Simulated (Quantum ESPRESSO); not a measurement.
One change at a time to AgHf2Li2Mo3

These are calculations, not measurements. They come from Quantum ESPRESSO 7.5, a public plane-wave density functional program. Each row is one single-point run on a made-up periodic cell of eight metal atoms, with elements, volume, strain and displacements drawn at random and not relaxed, so a cell may be unstable or far from any real phase. There is no spin polarisation or spin-orbit coupling.

Settings: PBE unless stated; PseudoDojo standard norm-conserving files; Fermi-Dirac width 0.25 eV, which means electrons at about 2900 K; cutoff 1143 eV; 5 x 5 x 5 k mesh shifted half a step off Gamma. E is the free energy of the whole cell (internal energy minus TS), so a -TS column is already part of it. Stress is positive in tension, and the pressure P is minus a third of its trace.

Checks: one run of this series was repeated at a higher cutoff and on a denser mesh, which moved values by no more than 0.002 eV, 0.03 GPa and 0.006 eV/Å, and a second program with other atomic files agreed on it to 2 % rms in force and 0.5 GPa in pressure. Known limits: heavy elements are run without spin-orbit coupling, which real alloys of them have; a spin test at this wide smearing found no moment, but such smearing suppresses magnetism that the real alloy may have.

The lattice is hexagonal close-packed, and the cell vectors in Å are (0.003, 4.979, -0.063); (2.921, -0.059, 4.871); (2.806, 0.062, -4.802), a volume of 137.87 Å³ in run 1. The elements on sites 1 to 8 are Mo Li Ag Hf Li Mo Mo Hf. Each later run makes one change to run 1 and keeps the rest. E is counted from run 1, and is n/a where other atomic files have another zero of energy.

| run | change | V (Å³) | P (GPa) | -TS (eV) | rms force (eV/Å) | largest change of a force component (eV/Å) | E (eV) |
|---|---|---|---|---|---|---|---|
| 1 | none | 137.87 | 1.19 | -1.522 | 0.509 | 0.000 | 0.000 |
| 2 | sites 2 and 4 exchanged | 137.87 | 1.25 | -1.613 | 0.394 | 0.899 | -0.121 |
| 3 | all lengths scaled by +0.98 % | 141.96 | -2.08 | -1.573 | 0.488 | 0.154 | ? |
| 4 | PBEsol in place of PBE | 137.87 | -3.53 | -1.525 | 0.511 | 0.113 | n/a |
| 5 | Ti on site 8 | 137.87 | -3.32 | -1.675 | 0.535 | 0.665 | n/a |
| 6 | site 7 moved by -0.05 Å along z | 137.87 | 1.16 | -1.522 | 0.507 | 0.093 | -0.015 |

## Worked estimate

Along a uniform scaling dE = -P dV. The mean of the two pressures is -0.445 GPa and the volume changes by 4.09 Å³, with 160.2 GPa to one eV/Å³. The same two rows give -V dP/dV = 112 GPa for this cell with clamped atoms, which is not the bulk modulus of a real alloy.

## Withheld value

Question: what E should run 3 give?

The estimate is 0.011 eV. The calculation gave 0.012 eV.
